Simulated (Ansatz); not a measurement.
Structure relaxation, SrTiO₃

The start is a relaxed SrTiO3 cell shaken by Gaussian noise of σ = 0.08 Å a coordinate. The structure is fully relaxed (lattice and positions, P = 0) with r2SCAN (plane waves to 500 eV, PAW, scalar-relativistic; Ansatz, a program for electronic structure). The first steps use a coarse 5×5×5 k-mesh.

Starting cell:
```yaml
crystal:
  lattice:
    - [5.53451, 0.00000, 0.00000]
    - [-2.76725, 4.79302, 0.00000]
    - [0.00000, 0.00000, 5.02124]
  atoms:
    - { symbol: Sr, position: [0.32116, 0.67806, 0.77115] }
    - { symbol: Sr, position: [0.65566, 0.33288, 0.24513] }
    - { symbol: Ti, position: [0.01275, 0.01157, 0.00561] }
    - { symbol: Ti, position: [0.00856, 0.02377, 0.51921] }
    - { symbol: O, position: [0.14875, 0.29775, 0.23785] }
    - { symbol: O, position: [0.66141, 0.84516, 0.24292] }
    - { symbol: O, position: [0.15050, 0.82198, 0.23447] }
    - { symbol: O, position: [0.85852, 0.69281, 0.73666] }
    - { symbol: O, position: [0.31057, 0.16638, 0.78198] }
    - { symbol: O, position: [0.81246, 0.16906, 0.72856] }
```

By how much does the energy per atom fall from start to end?

0.27 eV/atom.

How does the volume per atom move from start to end?

+30.9 %, from 13.32 to 17.44 Å³/atom.

Is the parent structure recovered?

It does not go back: it reaches P2₁ (No. 4), 166 meV/atom below the parent.

Write out the relaxed structure.


Space group P2₁ (No. 4); a = 5.5252 Å, b = 5.3042 Å, c = 6.3028 Å, α = 90.00°, β = 109.26°, γ = 90.00°

```json
[
 {"atom": "Sr", "site": "2a", "symmetry": "1", "x": "0.4483", "y": "0.4557", "z": "0.7588"},
 {"atom": "Ti", "site": "2a", "symmetry": "1", "x": "0.0759", "y": "0.5026", "z": "0.1006"},
 {"atom": "O", "site": "2a", "symmetry": "1", "x": "0.8198", "y": "0.2364", "z": "0.0828"},
 {"atom": "O", "site": "2a", "symmetry": "1", "x": "0.2178", "y": "0.2320", "z": "0.9741"},
 {"atom": "O", "site": "2a", "symmetry": "1", "x": "0.2979", "y": "0.5751", "z": "0.3645"}
]
```

Final values are on a 7×6×6 k-mesh of the relaxed cell. No spin polarisation in the result.

Of the parent cell (P6₃/mmc (No. 194)): The first start was generated by placing the elements on the sites of a structure type. Materials Project lists a structure of SrTiO3 in the same space group, P6₃/mmc (No. 194); the sites were not compared with it, nor with measured phases. Known forms of SrTiO3 include space group No. 221.

The relaxed structure here is a generated cell of SrTiO3: the first start was made by placing the elements on the sites of a structure type, and the end was not matched to a known phase here, so it may be hypothetical. Known forms of SrTiO3 include space group No. 221.
